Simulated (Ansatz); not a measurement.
One crystal and one scan (frozen-phonon scan) at two levels, r2SCAN (plane waves to 500 eV, PAW, scalar-relativistic; Ansatz, a first-principles code) and PBE (plane waves to 420 eV, PAW, scalar-relativistic; Ansatz), each from its own relaxed cell and on its own mesh. The cell shown is that of r2SCAN.

BN (wurtzite)

```yaml
crystal:
  lattice:
    - [5.08794, 0.00000, 0.00000]
    - [-1.27198, 2.20314, 0.00000]
    - [0.00000, 0.00000, 4.20774]
  atoms:
    - { symbol: B, position: [0.33333, 0.33333, 0.99990] }
    - { symbol: B, position: [0.83333, 0.33333, 0.99990] }
    - { symbol: B, position: [0.16667, 0.66667, 0.49990] }
    - { symbol: B, position: [0.66667, 0.66667, 0.49990] }
    - { symbol: N, position: [0.33333, 0.33333, 0.62530] }
    - { symbol: N, position: [0.83333, 0.33333, 0.62530] }
    - { symbol: N, position: [0.16667, 0.66667, 0.12530] }
    - { symbol: N, position: [0.66667, 0.66667, 0.12530] }
```

The atoms are displaced by Q × the pattern below (from a DFPT mode at M = (0.5, 0.0, 0.0), largest move 1; Q in Å), at fixed cell. (q is in reciprocal vectors of the primitive cell; the cell shown is doubled to hold the pattern.)

| atom | x | y | z |
|---|---|---|---|
| B1 | 0.329 | 0.190 | 0.646 |
| B2 | -0.329 | -0.190 | -0.646 |
| B3 | -0.329 | -0.190 | 0.646 |
| B4 | 0.329 | 0.190 | -0.646 |
| N5 | 0.714 | 0.412 | -0.566 |
| N6 | -0.714 | -0.412 | 0.566 |
| N7 | -0.714 | -0.412 | -0.566 |
| N8 | 0.714 | 0.412 | 0.566 |

BN was relaxed with its symmetry unable to fall. Percentages come from the unrounded values. Both scans cover Q from -0.100 to 0.100 Å.

Results of r2SCAN:

| Item | Result |
|---|---|
| Lattice constant a (Å) | 2.544 |
| Lattice constant c (Å) | 4.208 |
| Relaxed volume (Å³/atom) | 5.90 |
| Energy at Q = 0.100 Å (meV/cell) | 1167 |
| Harmonic wavenumber from the curvature (finite differences) (cm⁻¹ (negative: imaginary)) | 883 |
| Space group of the distorted cell | Pmn2_1 (No. 31), lowered from P6_3mc |
| Symmetry of the curve | even: the same for both signs |
| Shape of the curve | a single well with its minimum at or next to zero displacement |

Q: Estimate the PBE values.

A: 
| quantity | PBE | r2SCAN − PBE |
|---|---|---|
| Lattice constant a (Å) | 2.555 | -0.011 (-0.4 %) |
| Lattice constant c (Å) | 4.225 | -0.017 (-0.4 %) |
| Relaxed volume (Å³/atom) | 5.97 | -0.07 (-1.2 %) |
| Energy at Q = 0.100 Å (meV/cell) | 1090 | +77 (+7.0 %) |
| Harmonic wavenumber from the curvature (finite differences) (cm⁻¹ (negative: imaginary)) | 859 | +24 (+2.8 %) |

r2SCAN gives the higher value for: energy at Q = 0.100 Å; harmonic wavenumber from the curvature. r2SCAN gives the lower value for: lattice constant a; lattice constant c; relaxed volume. Both give the same space group of the distorted cell: Pmn2_1 (No. 31), lowered from P6_3mc. Neither level is exact: the differences show how much the result hangs on the functional.

(For displaced atoms, the force is minus the slope of the energy, and its curvature is a force constant, which sets phonon frequencies.)
